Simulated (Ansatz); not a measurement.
LiNbO₃:
Space group R3c, hexagonal axes (No. 161); a = 5.1373 Å, b = 5.1373 Å, c = 13.8865 Å, α = 90.00°, β = 90.00°, γ = 120.00°

| atom | site | symmetry | x | y | z |
|---|---|---|---|---|---|
| Li | 6a | 3. | 0.0000 | 0.0000 | 0.2022 |
| Nb | 6a | 3. | 0.0000 | 0.0000 | 0.4841 |
| O | 18b | 1 | 0.0102 | 0.3780 | 0.2544 |
(The calculation used a cell of 10 atoms; values per cell refer to that cell.)

Relaxed with r²SCAN.

Problem. Which orbitals make up the states near the band edges in the program Ansatz at the r²SCAN level (PAW)?

Solution. Top 1 eV of the valence band: O 2p 94 %. Bottom 1 eV of the conduction band: Nb 4d 77 %, O 2p 19 %. Projections are on Löwdin-orthogonalised atomic valence shells; empty p or d shells of many metals are not among them.

Problem. Tabulate the density of states.

Solution. States/eV per cell of 10 atoms, in 0.25 eV bins, energy from the valence-band maximum.

```tsv
E (eV)	total	O 2p	Nb 4d	O 2s
-4.80	0.00	0.00	0.00	0.00
-4.55	7.93	4.97	2.64	0.02
-4.30	6.74	4.43	2.00	0.04
-4.05	7.24	4.89	1.98	0.06
-3.80	6.75	4.67	1.73	0.07
-3.55	5.77	4.06	1.41	0.07
-3.30	6.04	4.31	1.39	0.09
-3.05	6.73	5.01	1.33	0.10
-2.80	6.85	5.19	1.30	0.10
-2.55	6.64	5.12	1.18	0.09
-2.30	6.47	5.14	1.01	0.08
-2.05	5.66	4.62	0.76	0.07
-1.80	5.02	4.20	0.56	0.07
-1.55	5.20	4.43	0.48	0.07
-1.30	8.81	7.75	0.65	0.10
-1.05	9.02	8.17	0.50	0.07
-0.80	10.35	9.49	0.52	0.07
-0.55	13.65	12.82	0.43	0.06
-0.30	11.54	11.03	0.25	0.03
-0.05	7.57	7.36	0.08	0.01
0.20	0.00	0.00	0.00	0.00
0.45	0.00	0.00	0.00	0.00
0.70	0.00	0.00	0.00	0.00
0.95	0.00	0.00	0.00	0.00
1.20	0.00	0.00	0.00	0.00
1.45	0.00	0.00	0.00	0.00
1.70	0.00	0.00	0.00	0.00
1.95	0.00	0.00	0.00	0.00
2.20	0.00	0.00	0.00	0.00
2.45	0.00	0.00	0.00	0.00
2.70	0.00	0.00	0.00	0.00
2.95	0.00	0.00	0.00	0.00
3.20	0.00	0.00	0.00	0.00
3.45	0.00	0.00	0.00	0.00
3.70	0.00	0.00	0.00	0.00
3.95	0.59	0.08	0.49	0.01
4.20	6.50	1.00	5.22	0.09
4.45	6.82	1.34	5.13	0.07
4.70	3.40	0.72	2.53	0.03
4.95	4.62	1.08	3.32	0.04
5.20	9.17	2.31	6.30	0.12
5.45	5.26	1.35	3.50	0.06
5.70	10.68	2.96	6.86	0.10
5.95	0.95	0.27	0.59	0.01
6.20	0.00	0.00	0.00	0.00
6.45	0.00	0.00	0.00	0.00
6.70	0.00	0.00	0.00	0.00
6.95	0.00	0.00	0.00	0.00
7.20	0.00	0.00	0.00	0.00
7.45	0.00	0.00	0.00	0.00
7.70	0.00	0.00	0.00	0.00
7.95	0.25	0.04	0.14	0.04
8.20	5.98	1.01	3.47	0.87
8.45	3.94	0.71	2.14	0.57
8.70	4.52	0.87	2.32	0.61
```

The cell was relaxed with r²SCAN under the symmetry of its start. No spin polarisation was allowed. Spin–orbit coupling is left out wherever it is not named.

Potentials: the later of the program's two PAW sets.
